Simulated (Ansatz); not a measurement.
CdGeAs2 (chalcopyrite), relaxed with HSE06 (Ansatz, an electronic-structure program, plane waves, PAW): a = b = 5.9839 Å, c = 11.3160 Å, α = β = γ = 90.00°.

| Item | Value |
|---|---|
| gap (eV) | 0.44 |
| B₀ by P(V) fit (GPa) | 61.3 |

Task: The same phase is relaxed and computed with r²SCAN in the same code. What are the cell and these values now?

Result: a = 5.9808 Å, b = 5.9808 Å, c = 11.2988 Å, α = 90.00°, β = 90.00°, γ = 90.00°.

- gap (eV): 0.10
- B₀ by P(V) fit (GPa): 61.1

All cells were relaxed under the symmetry of their starts (and spin orders); stability against distortions was not tested throughout. Spin–orbit coupling is left out wherever it is not named.

Potentials: the later of the program's two PAW sets.

Ansatz is a plane-wave DFT program.
